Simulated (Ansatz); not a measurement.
A geometry of La2O3 away from equilibrium: the start of the relaxation of a relaxed La2O3 cell squeezed uniformly to 80 % of its volume. Method: PBE (plane waves to 420 eV, PAW, scalar-relativistic; Ansatz, a quantum-chemistry and plane-wave program). Γ-centred k-mesh 7×7×4 on the run's cell (coarser than for final values), Fermi–Dirac smearing 0.05 eV.

```xyz
5
Lattice="3.6580 0.0000 0.0000 -1.8290 3.1679 0.0000 0.0000 0.0000 5.7447" Properties=species:S:1:pos:R:3 pbc="T T T"
La     0.0000     2.1119     1.4211
La     1.8290     1.0560     4.3236
O      0.0000     0.0000     0.0000
O      0.0000     2.1119     3.7070
O      1.8290     1.0560     2.0377
```

Question: Which atoms carry the largest force, and which way does it point?

Answer: 2.19 eV/Å, on La1, La2 (atoms numbered as listed); on La1 its components are (0.00, 0.00, -2.19).

Question: What is the pressure?

Answer: +46.4 GPa, compression positive.

No spin polarisation in the result.

The run could not lose the symmetry of its start.
